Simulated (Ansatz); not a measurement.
A geometry of La2O3 away from equilibrium: the start of the relaxation of a generated cell, La2O3 built in the AFLOW prototype A3B2_hR5_155_e_c (D5_e, as in Ni3S2). All values below come from r2SCAN (plane waves to 500 eV, PAW, scalar-relativistic; Ansatz, a program for electronic structure). Γ-centred k-mesh 5×5×5 on the run's cell (coarser than for final values), Fermi–Dirac smearing 0.05 eV.

```xyz
5
Lattice="3.0626 1.7682 2.5338 -3.0626 1.7682 2.5338 0.0000 -3.5364 2.5338" Properties=species:S:1:pos:R:3:forces:R:3 pbc="T T T" free_energy=-14243.819 pressure_GPa=3.2
O     -1.5625     0.0000     3.8006   -0.8149    0.0000    0.0000
O      0.7813    -1.3532     3.8006    0.4075   -0.7057    0.0000
O      0.7813     1.3532     3.8006    0.4075    0.7057    0.0000
La     0.0000     0.0000     1.9163    0.0000    0.0000    1.8644
La     0.0000     0.0000     5.6850    0.0000    0.0000   -1.8644
```

Positions in Å, forces in eV/Å, free energy of the cell in eV (comparable only within this code, potentials and settings). Largest force: 1.86 eV/Å, on La4, La5 (atoms numbered as listed); the geometry lies 0.22 eV/atom above the end of its relaxation.

No spin polarisation in the result.

The run could not lose the symmetry of its start; a randomly shaken copy of 10 atoms returns to this structure.

The end of the path is a generated cell of La2O3: the first start was made by placing the elements on the sites of a structure type, and the end was not matched to a known phase here, so it may be hypothetical. Known forms of La2O3 include space group No. 164.
